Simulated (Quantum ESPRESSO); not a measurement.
Simulation results for HfMgTa3Al3 (simulated cell)

Calculation on a made-up metal alloy cell, not a measurement, the moved input of one more run bracketed by cubic fits through the family: no spin or spin-orbit, unrelaxed, 2900 K smearing, stress positive in tension, cell energy less fitted offsets, shear as tensor component; periodic Kohn-Sham density functional theory in plane waves with PseudoDojo standard norm-conserving scalar-relativistic pseudopotentials, each functional with its own files (v0.5 for PBE, v0.4.1 for LDA and PBEsol), eight atoms on drawn sites of a strained close-packed or body-centred lattice, each displaced and held fixed; the energy is the cell's free energy, ions and the entropy term -TS included, at the stated Fermi-Dirac width, less a fixed offset for each atom's element (shifted free energy); compositions with an open d shell lost a parallel starting moment in a cheaper test run, and other magnetic orders were not tried; an error bar is the largest change of its kind in a tighter rerun, never given below 0.002 eV, 0.02 GPa or 0.003 eV/angstrom, and covers cutoff and k-mesh only, not smearing or the files. Program: Quantum ESPRESSO 7.5.

```xyz
8
Lattice="-0.0025 0.0168 -4.8449 0.1038 5.2835 -0.0184 6.0639 0.1198 0.0033" Properties=species:S:1:pos:R:3 formula=HfMgTa3Al3 lattice_type=hexagonal_close-packed functional=pbe cutoff=1143 fermi_dirac_smearing=0.25 electrons_removed=0 moved_input=added_strain,shear_xy moved_input_in_this_cell=0.0043 computed_stress_xy=2.14 computed_stress_zz=4.02 computed_force_x_on_site_3=-0.966 k_mesh=5_x_5_x_4_shifted_half_a_step_off_Gamma_on_each_axis structure_shown=the_family_member_at_the_moved_input_stated_for_this_cell,not_the_run_whose_values_are_marked_computed computed_shifted_free_energy=-0.165 found_moved_input=-0.0079 interval_low=-0.008482 interval_high=-0.00734
Al     0.0584     0.0689     0.0233
Mg     3.0424    -0.0431    -0.0546
Hf     1.6530     2.6721     0.0498
Al     4.6046     2.6982    -0.0921
Ta     0.0011     1.8235    -2.4683
Al     3.1058     1.8105    -2.5377
Ta     1.5419     4.4900    -2.3480
Ta     4.5157     4.4015    -2.4276
```

Units: cutoff, fermi_dirac_smearing, computed_shifted_free_energy in eV; computed_stress_xy, computed_stress_zz in GPa; computed_force_x_on_site_3 in eV/Å.

Atoms:
```csv
atoms element,atom site,atom energy offset (eV)
Al,1,-63.26
Mg,2,-1616.19
Hf,3,-1535.13
Al,4,-63.26
Ta,5,-1771.44
Al,6,-63.26
Ta,7,-1771.44
Ta,8,-1771.44
```

Family:
```csv
moved input,stress xy (GPa),stress zz (GPa),force x on site 3 (eV/Å),shifted free energy (eV)
-0.024,0.46,4.32,-0.8,-0.21
-0.0047,2.47,3.96,-0.999,-0.151
0.0043,3.39,3.78,-1.089,-0.1
0.0079,3.76,3.71,-1.124,-0.075
0.0159,4.57,3.54,-1.201,-0.012
0.0226,5.23,3.4,-1.264,0.049
```

Notes: heavy elements are run without spin-orbit coupling, which real alloys of them have; a spin test at this wide smearing found no moment, but such smearing suppresses magnetism that the real alloy may have; lattice, volume and sites are drawn at random and may be unstable or far from any real phase; energies are for the whole cell, less offsets fitted to these runs, so they are not formation energies; the found moved input is the value that run used, and the interval is from the fits; error bars: energy 0.002 eV, stress 0.02 GPa, force 0.01 eV/Å, from a tighter rerun of this or a related cell; across the family the energy follows the integrated force or stress to 0.0004 eV.
